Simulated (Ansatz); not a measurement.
# Relaxing Y

Theory: Ansatz, DFT PBEsol, scalar-relativistic, plane waves, PAW. Cutoff 420 eV, Γ-centred k mesh, Gaussian smearing, no spin polarisation in the final step.

The start is a database structure of Y, space group P6_3/mmc (No. 194).

```
Y
1.0
     3.65150    0.00000    0.00000
    -1.82575    3.16229    0.00000
     0.00000    0.00000    5.74740
Y
2
Direct
  0.33333 0.66667 0.25000
  0.66667 0.33333 0.75000
```

Steps on the 18×18×10 mesh (2 atoms). 3 of 4 steps are shown, and the free energy counts from the last. Trial steps that were taken back and renewals of the plane-wave basis can be among the rows.

| step | ΔF (meV/atom) | V (Å³/atom) | P (GPa) |
| --- | --- | --- | --- |
| 1 | 14.4 | 33.18 | -2.26 |
| 2 | 0.0 | 31.30 | 0.03 |
| 4 | 0.0 | 31.32 | 0.01 |

A final relaxation ran on a 18×18×10 mesh. The relaxed crystal, P6_3/mmc (No. 194):

```
Y
1.0
     3.59712    0.00000    0.00000
    -1.79856    3.11520    0.00000
     0.00000    0.00000    5.58961
Y
2
Cartesian
  0.0000 2.0768 1.3974
  1.7986 1.0384 4.1922
```

For Y, the volume per atom is 31.32 Å³. The density is 4.71 g/cm³ and the gap on the 18×18×10 mesh is 0 eV (a metal).

The final run used a 18×18×10 mesh on its 2-atom cell and 0.10 eV smearing.

Symmetry constrained the relaxation, so the result can be a saddle point.